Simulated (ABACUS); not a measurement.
ABACUS run on TiSi2 (C2, 6 atoms in the cell; from Materials Project mp-2582, changed as shown): self-consistent single point.

Computed with LDA (PW92), numerical atomic orbitals DZP (confined pseudo-atomic orbitals with Gaussian additions; energy shift 0.01 Ry), PseudoDojo 0.4 standard norm-conserving LDA (tails mended) pseudopotentials (ABACUS).

The change in words: atom 2 moved by +0.15 angstrom along y. Reference geometry (Fddd):
```
CELL_PARAMETERS angstrom
      0.00000     4.11752     4.26290
      2.38951     0.00000     4.26290
      2.38951     4.11752     0.00000
ATOMIC_POSITIONS crystal
  Ti 0.50000 0.50000 0.50000
  Ti 0.75000 0.75000 0.75000
  Si 0.83743 0.16257 0.83743
  Si 0.16257 0.83743 0.16257
  Si 0.41257 0.08743 0.41257
  Si 0.08743 0.41257 0.08743
```

Reference input (self-consistent single point, DFT, LDA (PW92), numerical atomic orbitals DZP (confined pseudo-atomic orbitals with Gaussian additions; energy shift 0.01 Ry), PseudoDojo 0.4 standard norm-conserving LDA (tails mended) pseudopotentials): basis = DZP numerical atomic orbitals, energy shift 0.01 Ry; KPT = Gamma 6 6 6 0 0 0; basis_type = lcao; dft_functional = PWLDA; ecutwfc = 100 Ry; smearing_method = gaussian; smearing_sigma = 0.0146997 Ry; potentials = PseudoDojo 0.4 standard norm-conserving LDA (tails mended); symmetry = 1; symmetry_prec = 1e-05; ks_solver = genelpa; scf_nmax = 100. This run's input differs from it in these lines:

```diff
@@ -45,3 +45,3 @@
    0.5000000000    0.5000000000    0.5000000000 1 1 1
-   0.7500000000    0.7500000000    0.7500000000 1 1 1
+   0.7682150000    0.7317850000    0.7682150000 1 1 1
```

Output, abridged:

```
 SELF-CONSISTENT
 -------------------------------------------

                  longest orb rcut (Bohr) = 8
   longest nonlocal projector rcut (Bohr) = 1.94
                     search radius (Bohr) = 19.9

                          real space grid = [ 72, 60, 60 ]
                                 init_chg = atomic

 LCAO ALGORITHM --------------- ION=   1  ELEC=   1--------------------------------

 Density error is 0.0532617188122
 E_KohnSham     -271.7098870449      -3696.8026667472
 E_Fermi        0.9206010921         12.5254204369

 LCAO ALGORITHM --------------- ION=   1  ELEC=   2--------------------------------

   [... lines left out ...]

   [... 8 blocks of this kind left out ...]

 LCAO ALGORITHM --------------- ION=   1  ELEC=  11--------------------------------

 Density error is 1.97952836268e-07
 E_KohnSham     -271.7190955876      -3696.9279553985
 E_Fermi        0.9154832835         12.4557890787

 LCAO ALGORITHM --------------- ION=   1  ELEC=  12--------------------------------

 Density error is 5.95006610648e-08
 E_KohnSham     -271.7190955876      -3696.9279553981
 E_KS(sigma->0) -271.7177681786      -3696.9098950714
 E_entropy(-TS) -0.0026548181        -0.0361206534
 E_Fermi        0.9154832092         12.4557880688
 charge density convergence is achieved
 final etot is -3696.9279554 eV
 EFERMI = 12.455788069 eV

 STATE ENERGY(eV) AND OCCUPATIONS    NSPIN == 1
   [... 27 lines left out ...]

 TOTAL-FORCE (eV/Angstrom)
                       Ti1         0.0000000000         0.1272847532         0.0000000000
                       Ti2         0.0000000000        -1.3448339038         0.0000000000
                       Si1         0.0000000000         0.0517536093         0.0000000000
                       Si2         0.0000000000         0.3661899720         0.0000000000
                       Si3         0.0000000000         0.4132249689         0.0000000000
                       Si4         0.0000000000         0.3863806004         0.0000000000

 TOTAL-STRESS (KBAR)
       -30.1112421470         0.0000000000        20.0867422235
        -0.0000000000       -23.0458147485         0.0000000000
        20.0867422235         0.0000000000       -47.8595339703
 TOTAL-PRESSURE: -33.672197 KBAR

 --------------------------------------------
 !FINAL_ETOT_IS -3696.9279553981159552 eV
 --------------------------------------------
```

The run converged in 12 iterations. Against the reference run the free energy rises by 16.6 meV/atom, the pressure goes from -3.91 to -3.37 GPa and the largest force goes from 0.123 to 1.345 eV/Å.

The atom-centred basis is finite, which shifts total energies, pressures and forces against plane waves. Forces above 1 eV/Å remain at this geometry, of which the finite basis can carry a part. The structure comes from a collection of computed structures, made at another level of theory; the collection holds predicted forms beside known ones. No clean gap shows at this smearing width and mesh (spacing up to 0.28 Å⁻¹); the mesh is coarse for partly filled bands, so the values carry mesh errors.

Cost on one core: roughly 80 core-seconds.

The atomic orbitals were generated for these runs; they are not ABACUS's published sets and were checked against plane waves on a few crystals only.

“Tails mended”: in these copies of the files the far tail of each local potential was reset to the Coulomb form.
